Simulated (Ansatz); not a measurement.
The start is a relaxed Nb cell, doubled along one cell vector, shaken by Gaussian noise of σ = 0.08 Å a coordinate. The cell and all atomic positions are relaxed at zero pressure with r2SCAN (plane waves to 500 eV, PAW, scalar-relativistic; Ansatz, a first-principles code). The first steps use a coarse 4×8×12 k-mesh.

Starting cell:
```yaml
crystal:
  lattice:
    - [9.76513, 0.00000, 0.00000]
    - [-2.44128, 4.22843, 0.00000]
    - [0.00000, 0.00000, 2.66943]
  atoms:
    - { symbol: Nb, position: [0.00474, 0.98929, 0.99548] }
    - { symbol: Nb, position: [0.50512, 0.02755, 0.01539] }
    - { symbol: Nb, position: [0.15138, 0.65709, 0.48537] }
    - { symbol: Nb, position: [0.66731, 0.67424, 0.45651] }
    - { symbol: Nb, position: [0.32164, 0.32189, 0.50996] }
    - { symbol: Nb, position: [0.83318, 0.33163, 0.44221] }
```

Q: Which atoms feel the largest initial force, and how large is it?

A: 1.21 eV/Å, on Nb3 (atoms numbered as listed).

Q: By how much does the energy per atom fall from start to end?

A: 0.16 eV/atom.

Q: How does the volume change?

A: -1.2 %, from 18.37 to 18.15 Å³/atom.

Q: How do the shortest distances between atoms change?

A: The closest pairs of elements (up to four, under 3.6 Å), start → end: Nb–Nb 2.67 → 2.76 Å.

Q: Give the final cell and atomic positions.

A: 
```cif
data_Nb6
_chemical_formula_sum 'Nb6'
_space_group_name_H-M_alt 'Pnnm'
_space_group_IT_number 58
_space_group_name_Hall '-P 2 2n'
_cell_length_a 2.76103
_cell_length_b 8.31617
_cell_length_c 4.74243
_cell_angle_alpha 90.000
_cell_angle_beta 90.000
_cell_angle_gamma 90.000
loop_
_atom_site_label
_atom_site_type_symbol
_atom_site_symmetry_multiplicity
_atom_site_Wyckoff_symbol
_atom_site_fract_x
_atom_site_fract_y
_atom_site_fract_z
_atom_site_occupancy
Nb1 Nb 4 g 0.21936 0.16600 0.00000 1
Nb2 Nb 2 c 0.00000 0.50000 0.00000 1
```

Final values are on a 17×6×10 k-mesh of the relaxed cell. No spin polarisation in the result.

The relaxed structure here is a generated cell of Nb: the first start was made by placing the elements on the sites of a structure type, and the end was not matched to a known phase here, so it may be hypothetical. Known forms of Nb include space group No. 229.
